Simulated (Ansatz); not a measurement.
Data:

Ir:
```
Ir
1.0
    2.55217     0.00000     0.00000
    0.00000     2.55217     0.00000
    0.00000     0.00000     2.55217
Ir
1
Cartesian
  0.00000   0.00000   0.00000
```

This is the r²SCAN-relaxed structure.

### Question
All from the program Ansatz at the r²SCAN level (PAW), unless another level is named. Give the density of states at the Fermi level.

### Answer
1.4 states/eV per atom (mean over ±0.08 eV).

### Question
Predict the gap with spin–orbit coupling.

### Answer
none (metallic).

Space group Pm-3m (simple cubic). A made-up cell: these elements were put on the sites of a structure type; neither database checked (COD, Materials Project) lists it. It is not the phase usual at ambient conditions (space group No. 225). Symmetry was held in the r²SCAN relaxation; whether a distortion lowers the energy is not shown. The run is not spin-polarised. Spin–orbit coupling is left out wherever it is not named.

Potentials: the earlier of the program's two PAW sets.
